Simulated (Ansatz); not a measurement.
**Computed frozen-phonon scan: Ga2O3 (corundum)**

Starting cell, Ga2O3 (corundum):

```
Ga2O3
1.0
    2.52884     1.46003     4.54105
   -2.52884     1.46003     4.54105
    0.00000    -2.92005     4.54105
Ga O
4 6
Cartesian
  0.00000   0.00000   4.84772
  0.00000   0.00000   1.96385
  0.00000   0.00000   8.77543
  0.00000   0.00000  11.65930
 -0.99569   1.46003   7.94684
 -0.76657  -1.59231   7.94684
  1.76227   0.13228   7.94684
  0.99569  -1.46003   5.67632
  0.76657   1.59231   5.67632
 -1.76227  -0.13228   5.67632
```

The atoms are displaced by Q × the pattern below (from a DFPT mode at Γ, largest move 1; Q in Å), at fixed cell. It is one choice among 2 degenerate patterns.

| atom | x | y | z |
|---|---|---|---|
| Ga1 | -0.605 | -0.796 | 0.000 |
| Ga2 | -0.605 | 0.796 | 0.000 |
| Ga3 | 0.605 | 0.796 | 0.000 |
| Ga4 | 0.605 | -0.796 | 0.000 |
| O5 | 0.151 | 0.000 | 0.000 |
| O6 | 0.366 | 0.124 | 0.101 |
| O7 | 0.366 | -0.124 | -0.101 |
| O8 | -0.151 | 0.000 | 0.000 |
| O9 | -0.366 | -0.124 | -0.101 |
| O10 | -0.366 | 0.124 | 0.101 |

Calculation: PBE (plane waves to 420 eV, PAW, scalar-relativistic; Ansatz, an electronic-structure program). k mesh 8×8×8 (Γ-centred), Fermi-Dirac smearing 0.05 eV. Energies are smeared free energies. Compression counts positive. Ga2O3 was relaxed with its symmetry unable to fall. ΔE is measured from the undisplaced structure.

```json
[
 {"Q (Å)": "-0.100", "ΔE (meV/cell)": "256.9", "P (GPa)": "1.01", "−dE/dQ from forces (eV/Å)": "5.136"},
 {"Q (Å)": "-0.083", "ΔE (meV/cell)": "178.5", "P (GPa)": "0.70", "−dE/dQ from forces (eV/Å)": "4.279"},
 {"Q (Å)": "-0.067", "ΔE (meV/cell)": "114.3", "P (GPa)": "0.45", "−dE/dQ from forces (eV/Å)": "3.424"},
 {"Q (Å)": "-0.050", "ΔE (meV/cell)": "64.3", "P (GPa)": "0.26", "−dE/dQ from forces (eV/Å)": "2.570"},
 {"Q (Å)": "-0.033", "ΔE (meV/cell)": "28.6", "P (GPa)": "0.12", "−dE/dQ from forces (eV/Å)": "1.715"},
 {"Q (Å)": "-0.017", "ΔE (meV/cell)": "7.2", "P (GPa)": "0.03", "−dE/dQ from forces (eV/Å)": "0.859"},
 {"Q (Å)": "0.000", "ΔE (meV/cell)": "0.0", "P (GPa)": "0.01", "−dE/dQ from forces (eV/Å)": "0.000"},
 {"Q (Å)": "0.017", "ΔE (meV/cell)": "7.2", "P (GPa)": "0.03", "−dE/dQ from forces (eV/Å)": "-0.863"},
 {"Q (Å)": "0.033", "ΔE (meV/cell)": "28.8", "P (GPa)": "0.12", "−dE/dQ from forces (eV/Å)": "-1.731"},
 {"Q (Å)": "0.050", "ΔE (meV/cell)": "64.9", "P (GPa)": "0.26", "−dE/dQ from forces (eV/Å)": "-2.606"},
 {"Q (Å)": "0.067", "ΔE (meV/cell)": "115.7", "P (GPa)": "0.45", "−dE/dQ from forces (eV/Å)": "-3.488"},
 {"Q (Å)": "0.083", "ΔE (meV/cell)": "181.2", "P (GPa)": "0.70", "−dE/dQ from forces (eV/Å)": "-4.379"},
 {"Q (Å)": "0.100", "ΔE (meV/cell)": "261.7", "P (GPa)": "1.00", "−dE/dQ from forces (eV/Å)": "-5.281"}
]
```

Derived quantities:

```
Item                                                                                                                 Result
-----------------------------------------------------------  --------------------------------------------------------------
Energy at Q = 0.100 Å                                                                                        261.7 meV/cell
Space group of the distorted cell                                                          C2/c (No. 15), lowered from R-3c
Shape of the curve                                           a single well with its minimum at or next to zero displacement
Harmonic wavenumber from the curvature (finite differences)                                                        220 cm⁻¹
Wavenumber by perturbation theory (DFPT, on another k mesh)                                                        220 cm⁻¹
```

(For displaced atoms, the force is minus the slope of the energy, and its curvature is a force constant, which sets phonon frequencies.)
